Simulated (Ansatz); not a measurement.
In DFT-PBEsol in the program Ansatz with PAW potentials, NbAg in the orthorhombic phase (Pmma; Ag on 2e, Nb on 2f) relaxes to a = 4.711 Å, b = 2.739 Å, c = 5.236 Å. Against the elements it lies at 0.24 eV/atom, with no fitted shifts.

Electronic character: metallic (no gap). Gap from PBEsol with spin–orbit coupling: none (metallic).

The bulk modulus is 164 GPa. The highest mode at Γ lies at 199 cm^-1.

The start of the workflow was typed in or built on a structure type; neither database checked (COD, Materials Project) lists it. Its standing as an ambient phase is unchecked. The PBEsol relaxation kept the symmetry of its start; phonons show weakly imaginary modes. No spin polarisation was allowed. Its formation energy is positive at this level, so the cell may be metastable or incomplete. As this level gives no gap, phonon frequencies hold no LO–TO term and depend on the k-mesh and smearing (Fermi–Dirac, 0.1 eV here). Axis ratios of metals converge slowly with the k-mesh, so a and c are less sure than the volume. The references are the lowest solids computed at this level, not always the standard phases. Spin–orbit coupling is left out wherever it is not named.

Potentials: the later of the program's two PAW sets.
